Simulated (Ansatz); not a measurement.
Consider the following.

TaAgO3:
```
TaAgO3
1.0
    2.73846     1.58105     4.60124
   -2.73846     1.58105     4.60124
    0.00000    -3.16210     4.60124
Ta Ag O
2 2 6
Cartesian
  0.00000   0.00000   0.00000
  0.00000   0.00000   6.90186
  0.00000   0.00000  10.35278
  0.00000   0.00000   3.45093
  0.37166   1.58105   8.05217
 -0.37166  -1.58105   5.75155
 -1.55506  -0.46866   8.05217
  1.55506   0.46866   5.75155
  1.18340  -1.11239   8.05217
 -1.18340   1.11239   5.75155
```

This is the PBEsol-relaxed structure. Tensor components refer to the Cartesian frame of this cell.

Question: All from PBEsol (plane waves, PAW; program Ansatz), unless another level is named. Predict the formation energy from the elements (no fitted shifts).

Answer: -1.98 eV/atom.

Question: And the electron effective mass with spin–orbit coupling?

Answer: 0.29, 0.35, 4.3 mₑ (principal values).

Question: What about the valence-band maximum?

Answer: off the standard path, at k = (0.172, 0.172, -0.344).

Question: Predict the conduction-band minimum.

Answer: at F (3 equivalent valleys).

Space group R-3c. The first step of the workflow began from a Materials Project structure, measured or hypothetical; the Crystallography Open Database copy checked does not list it. COD files the formula under space group No. 161, so this cell is another polymorph or a model. Whether it is the stable phase at ambient conditions was not checked. The cell was relaxed with PBEsol under the symmetry of its start; phonons on a q-mesh show no instability. The run is not spin-polarised. The references are the lowest solids computed at this level, not always the standard phases (solids in place of the gases). Scalar-relativistic: spin–orbit coupling is off unless named, which matters more the heavier the elements.

Potentials: the later of the program's two PAW sets.

Edges and masses are those of Kohn–Sham bands, whose gap is no quasiparticle gap.
